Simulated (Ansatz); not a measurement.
A relaxation computed with Ansatz, from input to last step.

```yaml
crystal:
  lattice:
    - [1.9710751229, -5.2312874628, 0.0]
    - [1.9710751229, 5.2312874628, 0.0]
    - [0.0, 0.0, 10.5142654101]
  atoms:
    - { symbol: Ta, position: [0.8034339161, 0.1965660839, 0.25] }
    - { symbol: Ta, position: [0.1965660839, 0.8034339161, 0.75] }
    - { symbol: Ta, position: [0.8669134323, 0.1330865677, 0.5595237443] }
    - { symbol: Ta, position: [0.1330865677, 0.8669134323, 0.0595237443] }
    - { symbol: Ta, position: [0.1330865677, 0.8669134323, 0.4404762557] }
    - { symbol: Ta, position: [0.8669134323, 0.1330865677, 0.9404762557] }
    - { symbol: "N", position: [0.2377098142, 0.7622901858, 0.25] }
    - { symbol: "N", position: [0.7622901858, 0.2377098142, 0.75] }
    - { symbol: "N", position: [0.9529887606, 0.0470112394, 0.1177094183] }
    - { symbol: "N", position: [0.0470112394, 0.9529887606, 0.6177094183] }
    - { symbol: "N", position: [0.0470112394, 0.9529887606, 0.8822905817] }
    - { symbol: "N", position: [0.9529887606, 0.0470112394, 0.3822905817] }
    - { symbol: "N", position: [0.692819522, 0.307180478, 0.0747945141] }
    - { symbol: "N", position: [0.307180478, 0.692819522, 0.5747945141] }
    - { symbol: "N", position: [0.307180478, 0.692819522, 0.9252054859] }
    - { symbol: "N", position: [0.692819522, 0.307180478, 0.4252054859] }
basis:
  ecutwfc: 500
kpoints:
  mp_grid: { grid: [8, 8, 4] }
hamiltonian:
  xc: r2scan
scf:
  occupations: { method: gaussian, width: 0.02 }
output:
  forces: true
  stress: true
  eigenvalues: true
relax:
  adjacent_minimum: "off"
  f_tol: 0.01
  max_steps: 30
  cell: { stress_tol: 0.1, fix: [volume] }
```

```bash
ansatz run input.yaml --threads 4 --pin off --max-ram 10240MiB --backend cpu --events-out ev --progress --plain --runs-dir out
```

Level of theory: DFT r2SCAN, scalar-relativistic, plane waves, PAW in Ansatz 0.2.0.

The volume is held at 1.06 times that of the relaxed cell.

Of 8 frames 7 are shown, positions in Å and forces in eV/Å; the SCF threshold varies from step to step. Steps run on the plane waves of an earlier cell, with a Pulay correction in the pressure. The basis is chosen afresh for the last frame, the zero of the energies, and at times for earlier ones too; energy and pressure can step there, also at an unchanged geometry. Where two frames share a geometry here, they differ by under 2 meV/atom and 0.3 GPa.

```xyz
16
Lattice="1.9711 -5.2313 0.0000 1.9711 5.2313 0.0000 0.0000 0.0000 10.5143" Properties=species:S:1:pos:R:3:forces:R:3 pbc="T T T" step=1 free_energy_over_end_meV_per_atom=0.63 pressure_GPa=-13.76
Ta    1.9711   -3.1747    2.6286    0.0000   -0.0033    0.0000
Ta    1.9711    3.1747    7.8857    0.0000    0.0033    0.0000
Ta    1.9711   -3.8389    5.8830    0.0000   -0.1563   -0.0936
Ta    1.9711    3.8389    0.6258    0.0000    0.1563   -0.0936
Ta    1.9711    3.8389    4.6313    0.0000    0.1563    0.0936
Ta    1.9711   -3.8389    9.8884    0.0000   -0.1563    0.0936
N     1.9711    2.7442    2.6286    0.0000   -0.0260    0.0000
N     1.9711   -2.7442    7.8857    0.0000    0.0260    0.0000
N     1.9711   -4.7394    1.2376    0.0000   -0.0231   -0.2262
N     1.9711    4.7394    6.4948    0.0000    0.0231   -0.2262
N     1.9711    4.7394    9.2766    0.0000    0.0231    0.2262
N     1.9711   -4.7394    4.0195    0.0000   -0.0231    0.2262
N     1.9711   -2.0174    0.7864    0.0000   -0.0792    0.0665
N     1.9711    2.0174    6.0435    0.0000    0.0792    0.0665
N     1.9711    2.0174    9.7279    0.0000    0.0792   -0.0665
N     1.9711   -2.0174    4.4707    0.0000   -0.0792   -0.0665
16
Lattice="1.9681 -5.2216 0.0000 1.9681 5.2216 0.0000 0.0000 0.0000 10.5496" Properties=species:S:1:pos:R:3:forces:R:3 pbc="T T T" step=2 free_energy_over_end_meV_per_atom=0.36 pressure_GPa=-13.26
Ta    1.9681   -3.1812    2.6374    0.0000    0.1101    0.0000
Ta    1.9681    3.1812    7.9122    0.0000   -0.1101    0.0000
Ta    1.9681   -3.8297    5.9045    0.0000   -0.0381   -0.0776
Ta    1.9681    3.8297    0.6297    0.0000    0.0381   -0.0776
Ta    1.9681    3.8297    4.6451    0.0000    0.0381    0.0776
Ta    1.9681   -3.8297    9.9198    0.0000   -0.0381    0.0776
N     1.9681    2.7332    2.6374    0.0000   -0.0524    0.0000
N     1.9681   -2.7332    7.9122    0.0000    0.0524    0.0000
N     1.9681   -4.7291    1.2260    0.0000   -0.0509    0.0431
N     1.9681    4.7291    6.5008    0.0000    0.0509    0.0431
N     1.9681    4.7291    9.3235    0.0000    0.0509   -0.0431
N     1.9681   -4.7291    4.0488    0.0000   -0.0509   -0.0431
N     1.9681   -2.0249    0.7993    0.0000    0.0416   -0.0115
N     1.9681    2.0249    6.0740    0.0000   -0.0416   -0.0115
N     1.9681    2.0249    9.7503    0.0000   -0.0416    0.0115
N     1.9681   -2.0249    4.4755    0.0000    0.0416    0.0115
16
Lattice="1.9684 -5.2307 0.0000 1.9684 5.2307 0.0000 0.0000 0.0000 10.5296" Properties=species:S:1:pos:R:3:forces:R:3 pbc="T T T" step=3 free_energy_over_end_meV_per_atom=0.13 pressure_GPa=-13.37
Ta    1.9684   -3.1827    2.6324    0.0000    0.0931    0.0000
Ta    1.9684    3.1827    7.8972    0.0000   -0.0931    0.0000
Ta    1.9684   -3.8390    5.8904    0.0000   -0.0255   -0.0492
Ta    1.9684    3.8390    0.6256    0.0000    0.0255   -0.0492
Ta    1.9684    3.8390    4.6392    0.0000    0.0255    0.0492
Ta    1.9684   -3.8390    9.9040    0.0000   -0.0255    0.0492
N     1.9684    2.7381    2.6324    0.0000   -0.0467    0.0000
N     1.9684   -2.7381    7.8972    0.0000    0.0467    0.0000
N     1.9684   -4.7396    1.2285    0.0000    0.0006   -0.0148
N     1.9684    4.7396    6.4933    0.0000   -0.0006   -0.0148
N     1.9684    4.7396    9.3011    0.0000   -0.0006    0.0148
N     1.9684   -4.7396    4.0363    0.0000    0.0006    0.0148
N     1.9684   -2.0245    0.7945    0.0000   -0.0082    0.0143
N     1.9684    2.0245    6.0593    0.0000    0.0082    0.0143
N     1.9684    2.0245    9.7351    0.0000    0.0082   -0.0143
N     1.9684   -2.0245    4.4703    0.0000   -0.0082   -0.0143
16
Lattice="1.9644 -5.2363 0.0000 1.9644 5.2363 0.0000 0.0000 0.0000 10.5397" Properties=species:S:1:pos:R:3:forces:R:3 pbc="T T T" step=4 free_energy_over_end_meV_per_atom=0.10 pressure_GPa=-13.16
Ta    1.9644   -3.1736    2.6349    0.0000   -0.0459    0.0000
Ta    1.9644    3.1736    7.9048    0.0000    0.0459    0.0000
Ta    1.9644   -3.8476    5.8880    0.0000   -0.0633    0.0110
Ta    1.9644    3.8476    0.6181    0.0000    0.0633    0.0110
Ta    1.9644    3.8476    4.6517    0.0000    0.0633   -0.0110
Ta    1.9644   -3.8476    9.9216    0.0000   -0.0633   -0.0110
N     1.9644    2.7319    2.6349    0.0000    0.0632    0.0000
N     1.9644   -2.7319    7.9048    0.0000   -0.0632    0.0000
N     1.9644   -4.7408    1.2275    0.0000   -0.0589   -0.0215
N     1.9644    4.7408    6.4974    0.0000    0.0589   -0.0215
N     1.9644    4.7408    9.3122    0.0000    0.0589    0.0215
N     1.9644   -4.7408    4.0423    0.0000   -0.0589    0.0215
N     1.9644   -2.0248    0.7992    0.0000   -0.0220   -0.0274
N     1.9644    2.0248    6.0691    0.0000    0.0220   -0.0274
N     1.9644    2.0248    9.7405    0.0000    0.0220    0.0274
N     1.9644   -2.0248    4.4707    0.0000   -0.0220    0.0274
16
Lattice="1.9676 -5.2313 0.0000 1.9676 5.2313 0.0000 0.0000 0.0000 10.5330" Properties=species:S:1:pos:R:3:forces:R:3 pbc="T T T" step=5 free_energy_over_end_meV_per_atom=0.01 pressure_GPa=-13.19
Ta    1.9676   -3.1720    2.6332    0.0000    0.0412    0.0000
Ta    1.9676    3.1720    7.8997    0.0000   -0.0412    0.0000
Ta    1.9676   -3.8441    5.8854    0.0000    0.0439    0.0238
Ta    1.9676    3.8441    0.6190    0.0000   -0.0439    0.0238
Ta    1.9676    3.8441    4.6475    0.0000   -0.0439   -0.0238
Ta    1.9676   -3.8441    9.9140    0.0000    0.0439   -0.0238
N     1.9676    2.7347    2.6332    0.0000   -0.0009    0.0000
N     1.9676   -2.7347    7.8997    0.0000    0.0009    0.0000
N     1.9676   -4.7385    1.2276    0.0000    0.0032    0.0138
N     1.9676    4.7385    6.4941    0.0000   -0.0032    0.0138
N     1.9676    4.7385    9.3053    0.0000   -0.0032   -0.0138
N     1.9676   -4.7385    4.0388    0.0000    0.0032   -0.0138
N     1.9676   -2.0227    0.7959    0.0000   -0.0072    0.0081
N     1.9676    2.0227    6.0624    0.0000    0.0072    0.0081
N     1.9676    2.0227    9.7370    0.0000    0.0072   -0.0081
N     1.9676   -2.0227    4.4706    0.0000   -0.0072   -0.0081
16
Lattice="1.9679 -5.2322 0.0000 1.9679 5.2322 0.0000 0.0000 0.0000 10.5296" Properties=species:S:1:pos:R:3:forces:R:3 pbc="T T T" step=6 free_energy_over_end_meV_per_atom=0.01 pressure_GPa=-13.21
Ta    1.9679   -3.1688    2.6324    0.0000   -0.0347    0.0000
Ta    1.9679    3.1688    7.8972    0.0000    0.0347    0.0000
Ta    1.9679   -3.8441    5.8851    0.0000   -0.0216   -0.0063
Ta    1.9679    3.8441    0.6203    0.0000    0.0216   -0.0063
Ta    1.9679    3.8441    4.6445    0.0000    0.0216    0.0063
Ta    1.9679   -3.8441    9.9092    0.0000   -0.0216    0.0063
N     1.9679    2.7380    2.6324    0.0000   -0.0048    0.0000
N     1.9679   -2.7380    7.8972    0.0000    0.0048    0.0000
N     1.9679   -4.7400    1.2277    0.0000    0.0139    0.0058
N     1.9679    4.7400    6.4925    0.0000   -0.0139    0.0058
N     1.9679    4.7400    9.3019    0.0000   -0.0139   -0.0058
N     1.9679   -4.7400    4.0371    0.0000    0.0139   -0.0058
N     1.9679   -2.0254    0.7966    0.0000    0.0165   -0.0027
N     1.9679    2.0254    6.0613    0.0000   -0.0165   -0.0027
N     1.9679    2.0254    9.7330    0.0000   -0.0165    0.0027
N     1.9679   -2.0254    4.4682    0.0000    0.0165    0.0027
16
Lattice="1.9676 -5.2317 0.0000 1.9676 5.2317 0.0000 0.0000 0.0000 10.5318" Properties=species:S:1:pos:R:3:forces:R:3 pbc="T T T" step=8 free_energy_over_end_meV_per_atom=0.00 pressure_GPa=-13.22
Ta    1.9676   -3.1705    2.6329    0.0000   -0.0004    0.0000
Ta    1.9676    3.1705    7.8988    0.0000    0.0004    0.0000
Ta    1.9676   -3.8440    5.8862    0.0000   -0.0011    0.0005
Ta    1.9676    3.8440    0.6203    0.0000    0.0011    0.0005
Ta    1.9676    3.8440    4.6456    0.0000    0.0011   -0.0005
Ta    1.9676   -3.8440    9.9115    0.0000   -0.0011   -0.0005
N     1.9676    2.7366    2.6329    0.0000   -0.0004    0.0000
N     1.9676   -2.7366    7.8988    0.0000    0.0004    0.0000
N     1.9676   -4.7389    1.2279    0.0000    0.0004    0.0002
N     1.9676    4.7389    6.4938    0.0000   -0.0004    0.0002
N     1.9676    4.7389    9.3038    0.0000   -0.0004   -0.0002
N     1.9676   -4.7389    4.0379    0.0000    0.0004   -0.0002
N     1.9676   -2.0237    0.7964    0.0000    0.0006    0.0012
N     1.9676    2.0237    6.0623    0.0000   -0.0006    0.0012
N     1.9676    2.0237    9.7354    0.0000   -0.0006   -0.0012
N     1.9676   -2.0237    4.4695    0.0000    0.0006   -0.0012
```

It took 5.1 min on 4 threads of Intel(R) Xeon(R) Processor @ 2.70GHz, on a shared host, peak memory 2.1 GiB.

Spin–orbit coupling is left out, which can shift energies with elements as heavy as these.